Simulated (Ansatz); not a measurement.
# Ni (bcc type) under strong compression

```
Ni
1.0
    -1.36100    1.36100    1.36100
     1.36100   -1.36100    1.36100
     1.36100    1.36100   -1.36100
Ni
1
Direct
  0.00000 0.00000 0.00000
```

The cell comes from a relaxation on PAW files under the same functional, begun from a prototype that needn't be the stable phase.

Its volume is scaled at fixed shape and fractional positions.

Level of theory: DFT with LDA, scalar-relativistic, in Ansatz 0.2.0; a Γ-centred 22×22×22 k mesh, Fermi–Dirac smearing of 0.1 eV, spin-polarised from start moments Ni 1 μB. LAPW: all electrons, basis error target 1 meV/atom; PAW: frozen-core files, cutoff 420 eV; crystal datasets: all electrons, by PAW datasets that the program makes for each cell; norm-conserving: pseudopotentials, cutoff 1333 eV.

Energies are extrapolated to zero smearing and count from the unscaled cell; pressure is positive in compression; gaps take the mesh and a band path. No temperature or zero-point motion is included.

Other magnetic orders may lie lower. The PAW files were made under PBE. The structure type is held throughout; the real material can change phase at far lower pressure.

```csv
V/V0,V (Å³/atom),P LAPW (GPa),ΔE LAPW (eV/atom),P PAW − LAPW (GPa),ΔE PAW − LAPW (meV/atom),moment (μB/cell)
1.00,10.08,-0.09,0.000,0.10,0.0,0.27
0.88,8.87,42.8,0.136,0.05,0.7,0.00
0.78,7.87,111.8,0.596,-0.15,0.5,0.00
0.68,6.86,240.3,1.657,-0.64,-1.9,0.00
0.58,5.85,491.4,3.865,-1.17,-7.8,0.00
0.50,5.04,876.7,7.209,-2.73,-16.1,0.00
0.43,4.34,1494,?,-17.88,-49.9,0.00
```

Problem. Fill in "ΔE LAPW (eV/atom)" for the row "0.43".

Solution. 12.293.

Problem. From the table, what is the rise of the enthalpy H = E + pV up to the last row, and how stiff is the crystal between the last two rows?

Solution. ΔH = 12.293 eV + (1494 GPa × 4.34 Å³ + 0.09 GPa × 10.08 Å³) × 0.006242 eV/(GPa·Å³) = 52.72 eV/atom, of which pV makes 77 %. The mean bulk modulus there is −ΔP/Δln V = 4090 GPa.

Problem. At the smallest volume, how far do crystal datasets and norm-conserving lie from LAPW in pressure?

Solution. crystal datasets: 0.00 GPa; norm-conserving: -31.55 GPa, on a LAPW pressure of 1494 GPa.

Problem. How do the Löwdin populations by LAPW change from the unscaled cell to the last row?

Solution. Ni 3s 1.99 → 1.93, Ni 4s 0.96 → 0.81, Ni 3d 8.84 → 9.12 electrons an atom. These are projections on the shells that the free atoms fill; 0.22 e a cell lies outside them at the start and 0.16 e at the end.
